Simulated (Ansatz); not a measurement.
Starting cell, CdS (wurtzite):

```xyz
8
Lattice="4.1962 0.0000 0.0000 -2.0981 3.6340 0.0000 0.0000 0.0000 13.6591" Properties=species:S:1:pos:R:3 pbc="T T T"
Cd     0.0000     2.4227     6.8238
Cd     0.0000     2.4227    13.6534
Cd     2.0981     1.2113     3.4091
Cd     2.0981     1.2113    10.2386
S      0.0000     2.4227     2.5654
S      0.0000     2.4227     9.3949
S      2.0981     1.2113     5.9802
S      2.0981     1.2113    12.8097
```

A phonon eigenvector at A = (0.0, 0.0, 0.5) is frozen into this cell: atom i moves by Q times the vector below, so Q is the largest atomic displacement, in Å. The cell is held. It is one choice among 2 degenerate patterns. (q is in reciprocal vectors of the primitive cell; the cell shown is doubled to hold the pattern.)

| atom | x | y | z |
|---|---|---|---|
| Cd1 | 0.000 | 0.000 | 0.459 |
| Cd2 | 0.000 | 0.000 | -0.459 |
| Cd3 | 0.000 | 0.000 | -1.000 |
| Cd4 | 0.000 | 0.000 | 1.000 |
| S5 | 0.000 | 0.000 | -0.647 |
| S6 | 0.000 | 0.000 | 0.647 |
| S7 | 0.000 | 0.000 | -0.459 |
| S8 | 0.000 | 0.000 | 0.459 |

Level of theory: PBE (plane waves to 420 eV, PAW, scalar-relativistic; Ansatz, an electronic-structure program). k mesh 9×9×3 (Γ-centred), Fermi-Dirac smearing 0.05 eV. The energy includes the smearing's −TS. CdS was relaxed with its symmetry unable to fall. The zero of ΔE is the undisplaced structure.

The scan covers Q from -0.280 to 0.280 Å in 13 points.

### Question
Is this a single well or a double well?

### Answer
A single well with its minimum at or next to zero displacement.

### Question
Which space group does the distorted structure have?

### Answer
P3m1 (No. 156), lowered from P6_3mc.

### Question
What is the energy change at Q = 0.280 Å?

### Answer
397 meV/cell.

### Question
What harmonic wavenumber does the curvature at Q = 0 give?

### Answer
94 cm⁻¹.

(For displaced atoms, the force is minus the slope of the energy, and its curvature is a force constant, which sets phonon frequencies.)
